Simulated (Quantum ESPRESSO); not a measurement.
# Al8P6CSe: finding a planted mistake in a log

Computed values, not a measurement. The program is pw.x of Quantum ESPRESSO 7.5 (plane-wave density functional theory). The cell is made up: 16 atoms on a doubled zincblende/diamond lattice, with randomly drawn elements, strain and displacements, not relaxed. PseudoDojo standard norm-conserving files (v0.5 for PBE, v0.4.1 for LDA and PBEsol) set the functional; there is no spin polarisation, spin-orbit coupling or dispersion term, and the masses in the input are unused placeholders.

Intended input:

```
&control calculation='scf', pseudo_dir='./dojo.nc.sr.pbe.v0_5.standard.upf', outdir='./o', disk_io='low', tprnfor=.true., tstress=.true. /
&system ibrav=0, nat=16, ntyp=4, nbnd=43, ecutwfc=85.99341389, nosym=.true., tot_charge=0,
 occupations='smearing', smearing='fd', degauss=0.0018374661
/
&electrons conv_thr=7.350e-09, electron_maxstep=60, /
ATOMIC_SPECIES
Al 1.0 Al.upf
C 1.0 C.upf
P 1.0 P.upf
Se 1.0 Se.upf
CELL_PARAMETERS angstrom
5.6412 0.0003 -0.0353
0.0003 5.5773 0.0475
-0.0707 0.095 11.0761
ATOMIC_POSITIONS angstrom
Al -0.0029 0.0373 -0.0028
Al 0.0948 2.924 2.7026
Al 2.6692 0.1006 2.7722
Al 2.7428 2.6922 0.1083
Al -0.123 0.0587 5.5674
Al -0.131 2.8388 8.2857
Al 2.771 0.0379 8.295
Al 2.7095 2.8375 5.4764
P 1.4212 1.3903 1.4338
P 1.4322 4.2053 4.2414
P 4.1654 1.4705 4.1434
P 4.26 4.2504 1.4068
P 1.4178 1.4532 6.8917
C 1.3196 4.3794 9.7377
P 4.0362 1.5359 9.6474
Se 4.1478 4.3004 6.8681
K_POINTS automatic
4 4 2 1 1 1
```

The log is shortened where brackets say so; the opening notice, blank lines, dates and the lines on written files are dropped, and the path of the files is cut. It prints rydbergs, bohrs and kilobars, and counts compression as positive stress. Where no state is partly filled, the Fermi energy that it prints is only some level between the filled and the empty states on the mesh, and need not lie in the true gap.

Log of the intended run:

```
     Program PWSCF v.7.5
     Parallel version (MPI & OpenMP), running on       4 processor cores
     Number of MPI processes:                 4
     Threads/MPI process:                     1
     [start-up lines left out]
     bravais-lattice index     =            0
     lattice parameter (alat)  =      10.6605  a.u.
     unit-cell volume          =    2351.4183 (a.u.)^3
     number of atoms/cell      =           16
     number of atomic types    =            4
     number of electrons       =        74.00
     number of Kohn-Sham states=           43
     kinetic-energy cutoff     =      85.9934  Ry
     charge density cutoff     =     343.9737  Ry
     scf convergence threshold =      7.3E-09
     mixing beta               =       0.7000
     number of iterations used =            8  plain     mixing
     Exchange-correlation= PBE
                           (   1   4   3   4   0   0   0)
     [axes and pseudopotential details left out]
   Cartesian axes
     site n.     atom                  positions (alat units)
         1        Al     tau(   1) = (  -0.0005141   0.0066119  -0.0004963  )
         2        Al     tau(   2) = (   0.0168046   0.5183193   0.4790731  )
         3        Al     tau(   3) = (   0.4731525   0.0178327   0.4914106  )
         4        Al     tau(   4) = (   0.4861991   0.4772295   0.0191977  )
         5        Al     tau(   5) = (  -0.0218034   0.0104054   0.9868984  )
         6        Al     tau(   6) = (  -0.0232216   0.5032164   1.4687545  )
         7        Al     tau(   7) = (   0.4911979   0.0067183   1.4704030  )
         8        Al     tau(   8) = (   0.4802962   0.5029860   0.9707674  )
         9        P      tau(   9) = (   0.2519273   0.2464498   0.2541608  )
        10        P      tau(  10) = (   0.2538772   0.7454474   0.7518466  )
        11        P      tau(  11) = (   0.7383745   0.2606664   0.7344747  )
        12        P      tau(  12) = (   0.7551437   0.7534420   0.2493747  )
        13        P      tau(  13) = (   0.2513246   0.2575997   1.2216488  )
        14        C      tau(  14) = (   0.2339173   0.7763090   1.7261415  )
        15        P      tau(  15) = (   0.7154721   0.2722594   1.7101346  )
        16        Se     tau(  16) = (   0.7352547   0.7623051   1.2174653  )
     number of k points=    16  Fermi-Dirac smearing, width (Ry)=  0.0018
                       cart. coord. in units 2pi/alat
        k(    1) = (   0.1257909   0.1253457   0.1270585), wk =   0.1250000
        k(    2) = (   0.1241970   0.1275149  -0.1276316), wk =   0.1250000
     [further k points left out]
     Dense  grid:   253343 G-vectors     FFT dimensions: (  64,  64, 125)
     Estimated max dynamical RAM per process >     491.47 MB
     Estimated total dynamical RAM >       1.74 GB
     Initial potential from superposition of free atoms
     starting charge      73.9795, renormalised to      74.0000
     Starting wfcs are   69 randomized atomic wfcs
     total cpu time spent up to now is        5.9 secs
     per-process dynamical memory:   355.1 Mb
     Self-consistent Calculation
     iteration #  1     ecut=    85.99 Ry     beta= 0.70
     Davidson diagonalization with overlap
     ethr =  1.00E-02,  avg # of iterations =  4.0
     total cpu time spent up to now is       17.0 secs
     total energy              =    -374.19666180 Ry
     estimated scf accuracy    <       1.62832884 Ry
     iteration #  2     ecut=    85.99 Ry     beta= 0.70
     Davidson diagonalization with overlap
     ethr =  2.20E-03,  avg # of iterations =  7.6
     total cpu time spent up to now is       29.3 secs
     total energy              =    -372.88208932 Ry
     estimated scf accuracy    <      14.46169322 Ry
     [iterations 3 to 14 left out]
     iteration # 15     ecut=    85.99 Ry     beta= 0.70
     Davidson diagonalization with overlap
     ethr =  4.18E-11,  avg # of iterations =  5.0
     total cpu time spent up to now is      169.0 secs
     total energy              =    -375.01181883 Ry
     estimated scf accuracy    <          7.6E-09 Ry
     iteration # 16     ecut=    85.99 Ry     beta= 0.70
     Davidson diagonalization with overlap
     ethr =  1.03E-11,  avg # of iterations =  3.0
     total cpu time spent up to now is      177.4 secs
     End of self-consistent calculation
     [lines on levels left out]
     the Fermi energy is     5.7564 ev
!    total energy              =    -375.01181883 Ry
     estimated scf accuracy    <          2.4E-10 Ry
     smearing contrib. (-TS)   =      -0.00000000 Ry
     internal energy E=F+TS    =    -375.01181883 Ry
     The total energy is F=E-TS. E is the sum of the following terms:
     one-electron contribution =    -203.80354316 Ry
     hartree contribution      =     126.72139634 Ry
     xc contribution           =     -93.95587699 Ry
     ewald contribution        =    -203.97379501 Ry
     convergence has been achieved in  16 iterations
     Forces acting on atoms (cartesian axes, Ry/au):
     atom    1 type  1   force =     0.04346969   -0.04531842   -0.07760393
     atom    2 type  1   force =    -0.02023610   -0.01754095    0.02388026
     atom    3 type  1   force =     0.06309931   -0.03918113    0.02014351
     atom    4 type  1   force =    -0.00999021    0.09921583   -0.07930965
     atom    5 type  1   force =     0.07016609    0.04759984   -0.05423628
     atom    6 type  1   force =     0.08960796    0.02286363    0.09441568
     atom    7 type  1   force =    -0.09895086   -0.01779523    0.10644423
     atom    8 type  1   force =     0.01225520   -0.04556553   -0.00193420
     atom    9 type  3   force =    -0.05269123    0.01014678   -0.00815368
     atom   10 type  3   force =    -0.05071114    0.04078289   -0.01841901
     atom   11 type  3   force =     0.01383821    0.00797071   -0.00876655
     atom   12 type  3   force =    -0.03423155   -0.00071335    0.00573770
     atom   13 type  3   force =    -0.03501414   -0.00322843    0.00123310
     atom   14 type  2   force =     0.00036390   -0.01316743   -0.00972958
     atom   15 type  3   force =     0.02899357   -0.01209644   -0.00083412
     atom   16 type  4   force =    -0.01996870   -0.03397277    0.00713252
     Total force =     0.312777     Total SCF correction =     0.000031
     Computing stress (Cartesian axis) and pressure
          total   stress  (Ry/bohr**3)                   (kbar)     P=      -39.45
  -0.00031804  -0.00001389   0.00007766          -46.79       -2.04       11.42
  -0.00001389  -0.00024576  -0.00015997           -2.04      -36.15      -23.53
   0.00007766  -0.00015997  -0.00024073           11.42      -23.53      -35.41
     init_run     :      5.47s CPU      5.72s WALL (       1 calls)
     electrons    :    169.11s CPU    171.52s WALL (       1 calls)
     forces       :      2.10s CPU      2.16s WALL (       1 calls)
     stress       :      6.52s CPU      6.74s WALL (       1 calls)
     [timing details left out]
     PWSCF        :   3m 3.44s CPU   3m 6.47s WALL
     JOB DONE.
```

A second run was made from an input with one planted mistake. Its log:

```
     Program PWSCF v.7.5
     Parallel version (MPI & OpenMP), running on       4 processor cores
     Number of MPI processes:                 4
     Threads/MPI process:                     1
     [start-up lines left out]
     bravais-lattice index     =            0
     lattice parameter (alat)  =      10.6605  a.u.
     unit-cell volume          =    2351.4183 (a.u.)^3
     number of atoms/cell      =           16
     number of atomic types    =            4
     number of electrons       =        74.00
     number of Kohn-Sham states=           43
     kinetic-energy cutoff     =      85.9934  Ry
     charge density cutoff     =     343.9737  Ry
     scf convergence threshold =      7.3E-09
     mixing beta               =       0.7000
     number of iterations used =            8  plain     mixing
     Exchange-correlation= SLA  PW   NOGX NOGC
                           (   1   4   0   0   0   0   0)
     [axes and pseudopotential details left out]
   Cartesian axes
     site n.     atom                  positions (alat units)
         1        Al     tau(   1) = (  -0.0005141   0.0066119  -0.0004963  )
         2        Al     tau(   2) = (   0.0168046   0.5183193   0.4790731  )
         3        Al     tau(   3) = (   0.4731525   0.0178327   0.4914106  )
         4        Al     tau(   4) = (   0.4861991   0.4772295   0.0191977  )
         5        Al     tau(   5) = (  -0.0218034   0.0104054   0.9868984  )
         6        Al     tau(   6) = (  -0.0232216   0.5032164   1.4687545  )
         7        Al     tau(   7) = (   0.4911979   0.0067183   1.4704030  )
         8        Al     tau(   8) = (   0.4802962   0.5029860   0.9707674  )
         9        P      tau(   9) = (   0.2519273   0.2464498   0.2541608  )
        10        P      tau(  10) = (   0.2538772   0.7454474   0.7518466  )
        11        P      tau(  11) = (   0.7383745   0.2606664   0.7344747  )
        12        P      tau(  12) = (   0.7551437   0.7534420   0.2493747  )
        13        P      tau(  13) = (   0.2513246   0.2575997   1.2216488  )
        14        C      tau(  14) = (   0.2339173   0.7763090   1.7261415  )
        15        P      tau(  15) = (   0.7154721   0.2722594   1.7101346  )
        16        Se     tau(  16) = (   0.7352547   0.7623051   1.2174653  )
     number of k points=    16  Fermi-Dirac smearing, width (Ry)=  0.0018
                       cart. coord. in units 2pi/alat
        k(    1) = (   0.1257909   0.1253457   0.1270585), wk =   0.1250000
        k(    2) = (   0.1241970   0.1275149  -0.1276316), wk =   0.1250000
     [further k points left out]
     Dense  grid:   253343 G-vectors     FFT dimensions: (  64,  64, 125)
     Estimated max dynamical RAM per process >     491.47 MB
     Estimated total dynamical RAM >       1.74 GB
     Initial potential from superposition of free atoms
     starting charge      73.9816, renormalised to      74.0000
     Starting wfcs are   69 randomized atomic wfcs
     total cpu time spent up to now is        5.2 secs
     per-process dynamical memory:   347.5 Mb
     Self-consistent Calculation
     iteration #  1     ecut=    85.99 Ry     beta= 0.70
     Davidson diagonalization with overlap
     ethr =  1.00E-02,  avg # of iterations =  4.0
     total cpu time spent up to now is       15.6 secs
     total energy              =    -375.12617556 Ry
     estimated scf accuracy    <       1.61508511 Ry
     iteration #  2     ecut=    85.99 Ry     beta= 0.70
     Davidson diagonalization with overlap
     ethr =  2.18E-03,  avg # of iterations =  7.3
     total cpu time spent up to now is       27.9 secs
     total energy              =    -373.82194187 Ry
     estimated scf accuracy    <      14.50002485 Ry
     [iterations 3 to 13 left out]
     iteration # 14     ecut=    85.99 Ry     beta= 0.70
     Davidson diagonalization with overlap
     ethr =  1.14E-10,  avg # of iterations =  4.3
     total cpu time spent up to now is      144.6 secs
     total energy              =    -375.93857214 Ry
     estimated scf accuracy    <       0.00000002 Ry
     iteration # 15     ecut=    85.99 Ry     beta= 0.70
     Davidson diagonalization with overlap
     ethr =  2.25E-11,  avg # of iterations =  3.7
     total cpu time spent up to now is      153.1 secs
     End of self-consistent calculation
     [lines on levels left out]
     the Fermi energy is     5.4762 ev
!    total energy              =    -375.93857214 Ry
     estimated scf accuracy    <          1.6E-09 Ry
     smearing contrib. (-TS)   =      -0.00000000 Ry
     internal energy E=F+TS    =    -375.93857214 Ry
     The total energy is F=E-TS. E is the sum of the following terms:
     one-electron contribution =    -205.12928646 Ry
     hartree contribution      =     126.71216657 Ry
     xc contribution           =     -93.54765724 Ry
     ewald contribution        =    -203.97379501 Ry
     convergence has been achieved in  15 iterations
     Forces acting on atoms (cartesian axes, Ry/au):
     atom    1 type  1   force =     0.04274869   -0.04492098   -0.07519638
     atom    2 type  1   force =    -0.01934787   -0.01632727    0.02279314
     atom    3 type  1   force =     0.05961435   -0.03657240    0.01931815
     atom    4 type  1   force =    -0.01057526    0.09496641   -0.07677609
     atom    5 type  1   force =     0.06579418    0.04495780   -0.05130934
     atom    6 type  1   force =     0.08532827    0.02324343    0.09139412
     atom    7 type  1   force =    -0.09584719   -0.01723668    0.10329523
     atom    8 type  1   force =     0.01103037   -0.04287179   -0.00263265
     atom    9 type  3   force =    -0.04899876    0.00994384   -0.00718081
     atom   10 type  3   force =    -0.04759735    0.03800414   -0.01782345
     atom   11 type  3   force =     0.01223496    0.00700198   -0.00712727
     atom   12 type  3   force =    -0.03122788   -0.00119384    0.00585204
     atom   13 type  3   force =    -0.03312358   -0.00324099    0.00039327
     atom   14 type  2   force =     0.00051922   -0.01184949   -0.00973388
     atom   15 type  3   force =     0.02778855   -0.01227237   -0.00144044
     atom   16 type  4   force =    -0.01834069   -0.03163178    0.00617436
     Total force =     0.299515     Total SCF correction =     0.000130
     Computing stress (Cartesian axis) and pressure
          total   stress  (Ry/bohr**3)                   (kbar)     P=      -72.02
  -0.00053935  -0.00001211   0.00007719          -79.34       -1.78       11.35
  -0.00001211  -0.00046752  -0.00014680           -1.78      -68.77      -21.60
   0.00007719  -0.00014680  -0.00046179           11.35      -21.60      -67.93
     init_run     :      4.81s CPU      5.00s WALL (       1 calls)
     electrons    :    146.14s CPU    148.00s WALL (       1 calls)
     forces       :      1.99s CPU      2.05s WALL (       1 calls)
     stress       :      5.84s CPU      6.04s WALL (       1 calls)
     [timing details left out]
     PWSCF        :   2m38.98s CPU   2m41.36s WALL
     JOB DONE.
```

Question: what was wrong in the second input?

Answer: the files are those of another functional. The input lines that differ, file-writing options aside:

```
- &control calculation='scf', pseudo_dir='./dojo.nc.sr.pbe.v0_5.standard.upf', outdir='./o', disk_io='low', tprnfor=.true., tstress=.true. /
+ &control calculation='scf', pseudo_dir='./dojo.nc.sr.lda.v0_4_1.standard.upf', outdir='./o', disk_io='low', tprnfor=.true., tstress=.true. /
```

```
                                            intended run  run with the mistake
                          free energy (eV)     -5102.296             -5114.905
                    smearing term -TS (eV)        0.0000                0.0000
                            pressure (GPa)         -3.95                 -7.20
            largest force component (eV/Å)         2.737                 2.656
largest change of a force component (eV/Å)                               0.112
                                iterations            16                    15
```

For scale, a rerun of the intended cell at 1467 eV and a 6 x 6 x 4 mesh moved values by no more than 0.012 eV in energy, 0.02 GPa in stress and 0.004 eV/Å in force. Files of another functional have another zero of energy, so the energy change says nothing on stability.